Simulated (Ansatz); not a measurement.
The relaxed structure here is a generated cell of TaVO4: the first start was made by placing the elements on the sites of a structure type, and the end was not matched to a known phase here, so it may be hypothetical.

Relaxation of a generated cell, TaVO4 placed in the AFLOW prototype AB4C_hP6_191_a_h_b (as in MgAlB4); 6 atoms in the cell, which starts as P6/mmm (No. 191), hP6; a = b = 3.266 Å, c = 7.201 Å, α = β = 90.00°, γ = 120.00°. Method: r2SCAN (plane waves to 500 eV, PAW, scalar-relativistic; Ansatz, an electronic-structure program). Γ-centred k-mesh 8×8×4 on the run's cell (coarser than for final values), Fermi–Dirac smearing 0.05 eV. This is the first round of the run. Spin-polarised start, with parallel moments on V.

The optimiser's lines from the output (shortened; P is positive under compression):

```
relax step   1: F+E_penalty+E_count = -15121.27444383 eV  Δ(F+E_penalty+E_count) = +0.000e0 eV  max|allowed force component| = 1.348e-1 eV/Å  Δτ_max = 0.0000 Å  P = -4.522 GPa  Ω = 66.530 Å³  (19 SCF iters, dr2 threshold 1.00e-7 eV, accepted)
relax step   2: F+E_penalty+E_count = -15122.60053013 eV  Δ(F+E_penalty+E_count) = -1.326e0 eV  max|allowed force component| = 3.828e-1 eV/Å  Δτ_max = 0.0058 Å  P = -7.195 GPa  Ω = 65.347 Å³  (17 SCF iters, dr2 threshold 6.00e-7 eV, accepted)
relax step   3: F+E_penalty+E_count = -15124.12232460 eV  Δ(F+E_penalty+E_count) = -1.522e0 eV  max|allowed force component| = 1.025e0 eV/Å  Δτ_max = 0.0158 Å  P = -8.857 GPa  Ω = 63.681 Å³  (20 SCF iters, dr2 threshold 6.00e-7 eV, accepted)
relax step   4: F+E_penalty+E_count = -15125.96180320 eV  Δ(F+E_penalty+E_count) = -1.839e0 eV  max|allowed force component| = 1.469e0 eV/Å  Δτ_max = 0.0232 Å  P = -10.436 GPa  Ω = 61.805 Å³  (14 SCF iters, dr2 threshold 6.00e-7 eV, accepted)
relax step   5: F+E_penalty+E_count = -15127.79736317 eV  Δ(F+E_penalty+E_count) = -1.836e0 eV  max|allowed force component| = 1.407e0 eV/Å  Δτ_max = 0.0275 Å  P = -11.839 GPa  Ω = 59.685 Å³  (14 SCF iters, dr2 threshold 6.00e-7 eV, accepted)
relax step   6: F+E_penalty+E_count = -15129.24154274 eV  Δ(F+E_penalty+E_count) = -1.444e0 eV  max|allowed force component| = 9.043e-1 eV/Å  Δτ_max = 0.0304 Å  P = -9.457 GPa  Ω = 56.982 Å³  (13 SCF iters, dr2 threshold 6.00e-7 eV, accepted)
relax step   7: F+E_penalty+E_count = -15129.89708470 eV  Δ(F+E_penalty+E_count) = -6.555e-1 eV  max|allowed force component| = 1.361e-1 eV/Å  Δτ_max = 0.0207 Å  P = -0.556 GPa  Ω = 53.806 Å³  (14 SCF iters, dr2 threshold 6.00e-7 eV, accepted)
relax step   8: F+E_penalty+E_count = -15129.90330876 eV  Δ(F+E_penalty+E_count) = -6.224e-3 eV  max|allowed force component| = 1.327e-2 eV/Å  Δτ_max = 0.0074 Å  P = +0.635 GPa  Ω = 53.530 Å³  (12 SCF iters, dr2 threshold 6.00e-7 eV, accepted)
relax step   9: F+E_penalty+E_count = -15129.90312710 eV  Δ(F+E_penalty+E_count) = +1.817e-4 eV  max|allowed force component| = 1.250e-2 eV/Å  Δτ_max = 0.0001 Å  P = -0.754 GPa  Ω = 53.829 Å³  (11 SCF iters, dr2 threshold 6.00e-7 eV, accepted)
relax step  10: F+E_penalty+E_count = -15129.90369218 eV  Δ(F+E_penalty+E_count) = -5.651e-4 eV  max|allowed force component| = 4.116e-3 eV/Å  Δτ_max = 0.0012 Å  P = +0.012 GPa  Ω = 53.684 Å³  (10 SCF iters, dr2 threshold 6.00e-7 eV, accepted)
relax step  11: F+E_penalty+E_count = -15129.90369968 eV  Δ(F+E_penalty+E_count) = -7.505e-6 eV  max|allowed force component| = 7.236e-4 eV/Å  Δτ_max = 0.0006 Å  P = +0.001 GPa  Ω = 53.681 Å³  (10 SCF iters, dr2 threshold 4.43e-9 eV, accepted)
relax step  12: F+E_penalty+E_count = -15129.90190533 eV  Δ(F+E_penalty+E_count) = +1.794e-3 eV  max|allowed force component| = 5.867e-4 eV/Å  Δτ_max = 0.0000 Å  P = +0.047 GPa  Ω = 53.681 Å³  stress off target by 1.16e-1 GPa  SCF on the basis re-selected at this cell (its energy is not comparable with the rows above)  (16 SCF iters)
relax step  13: F+E_penalty+E_count = -15129.90190184 eV  Δ(F+E_penalty+E_count) = +3.495e-6 eV  max|allowed force component| = 1.939e-5 eV/Å  Δτ_max = 0.0002 Å  P = +0.002 GPa  Ω = 53.688 Å³  (7 SCF iters, dr2 threshold 3.36e-8 eV, accepted)
relax step  14: F+E_penalty+E_count = -15129.90191809 eV  Δ(F+E_penalty+E_count) = -1.626e-5 eV  max|allowed force component| = 3.286e-6 eV/Å  Δτ_max = 0.0000 Å  P = +0.001 GPa  Ω = 53.688 Å³  stress off target by 1.15e-3 GPa  SCF on the basis re-selected at this cell (its energy is not comparable with the rows above)  (13 SCF iters)
```

From the first to the last row the energy changes by -1.44 eV/atom and the volume by -19.3 %. The last row is marked as not comparable with the walk above it, whose basis was carried along; it does compare with step 1, since both stand on a basis selected at the nominal cutoff for their own cell.

Later rounds, restarted from the end of this one on a renewed k-mesh, logged 15 more steps and released under 0.01 eV/atom more. The final structure after all rounds: P6/mmm (No. 191), hP6; a = b = 3.497 Å, c = 5.028 Å, α = β = 90.00°, γ = 120.00°. Between re-selections the logged energies stand on a plane-wave basis carried along with the cell. Spin state reached: ferrimagnetic (net 0.06 μB/atom), from parallel starting moments; other spin orders were not run from this start. No Hubbard U is applied. The program's look for a lower electronic state was skipped, cut short or left open in this run.

The run could not lose the symmetry of its start, so the end can be a saddle point.
